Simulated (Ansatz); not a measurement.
MgMnV₄O₁₂: field gradients at two levels of theory

Cell: a Materials Project structure (computed, not necessarily an observed phase) whose atoms were relaxed with PBE, the cell held.

```
CELL_PARAMETERS angstrom
6.09757 0.00000 0.00000
2.11533 6.54986 0.00000
2.00237 0.54998 6.73034
ATOMIC_POSITIONS crystal
Mg 0.88821 0.87195 0.00736
Mn 0.28434 0.92416 0.09775
V 0.75697 0.59673 0.78631
V 0.26371 0.77371 0.61391
V 0.74670 0.21286 0.37758
V 0.22623 0.39605 0.21481
O 0.63379 0.77667 0.96816
O 0.79861 0.37326 0.89935
O 0.15977 0.94047 0.79206
O 0.54653 0.62138 0.64515
O 0.70601 0.08672 0.59087
O 0.04419 0.63740 0.66041
O 0.95319 0.35832 0.36846
O 0.30655 0.88853 0.38389
O 0.45722 0.35822 0.33691
O 0.90102 0.03797 0.20108
O 0.16084 0.64174 0.10330
O 0.31715 0.21694 0.05456
```

Sites (sets of like atoms) are named by element and the number of their first atom in this list.

First run. The numbers come from a DFT calculation in Ansatz (PBE, plane waves and PAW, scalar-relativistic, collinear spin, 420 eV cutoff, Γ-centred 4×3×3 k-points, Fermi–Dirac smearing 0.02 eV). Start moments as typed (μB): 5 on each Mn, none on the rest.

```
site  atom  V_zz (10²¹ V/m²)     η  m (μB)
  Mg     1             -2.70  0.60    0.00
  Mn     2              1.51  0.80    3.82
  V3     3              4.52  0.68    0.06
  V4     4             -4.55  0.63    0.10
  V5     5             -4.02  0.95    0.06
  V6     6              3.55  0.94    0.11
  O7     7             -5.92  0.48    0.01
  O8     8             -1.06  0.59    0.00
  O9     9             -3.67  0.45    0.00
 O11    11             -1.32  0.87    0.00
 O14    14              3.26  0.81    0.01
 O16    16             -5.99  0.47    0.00
 O17    17             -3.70  0.79    0.01
 O18    18              2.97  0.85    0.00
```

Second run. The same atoms and settings, except that a Hubbard term is added (U = 2.9 eV on Mn d).

Problem. What does the second run give?

Solution. 

| site | atom | V_zz | η | change of V_zz | m (μB) |
| --- | --- | --- | --- | --- | --- |
| Mg | 1 | -2.70 | 0.60 | 0.00 | 0.00 |
| Mn | 2 | 1.72 | 0.94 | +0.21 | 3.99 |
| V3 | 3 | 4.57 | 0.75 | +0.05 | 0.04 |
| V4 | 4 | -4.57 | 0.60 | -0.02 | 0.07 |
| V5 | 5 | -4.10 | 0.93 | -0.08 | 0.04 |
| V6 | 6 | 3.59 | 0.93 | +0.04 | 0.08 |
| O7 | 7 | -5.88 | 0.40 | +0.04 | 0.00 |
| O8 | 8 | -1.10 | 0.66 | -0.04 | 0.00 |
| O9 | 9 | -3.66 | 0.34 | +0.01 | 0.00 |
| O11 | 11 | -1.39 | 0.87 | -0.07 | 0.00 |
| O14 | 14 | 2.91 | 0.97 | -0.35 | 0.00 |
| O16 | 16 | -5.89 | 0.39 | +0.10 | -0.01 |
| O17 | 17 | -3.61 | 0.72 | +0.09 | 0.00 |
| O18 | 18 | -2.68 | 0.96 | – | -0.01 |

The largest change of V_zz along a kept axis is on O14, from 3.26 to 2.91. In per cent, |V_zz| changes by 0 on Mg, +14 on Mn, 0 to +2 on V, -11 to +6 on O (all sites that start above 0.5, bar those whose gradient vanishes or changes sign or whose main axis turns by over 40°). Where |V_zz| stays above 0.1 and the axes keep their order, η moves most on O14, from 0.81 to 0.97. On O18 the largest principal value lies along another axis in the second run, so the two V_zz can't be compared directly. The table leaves out 4 of the 18 sites, with |V_zz| up to 4.25; their tensors move by 0.08 at most along any direction. The statements above cover all sites.

All moments are parallel here, as the start or the cell imposes; many such compounds order antiparallel, where fields and spin densities carried over to other atoms largely cancel. The magnetic order is the one that the run reached from its start moments, not necessarily the measured one.
For the second run: The largest force is 0.7 eV/Å, so the atoms aren't at the calculated equilibrium and relaxing them would move these values.
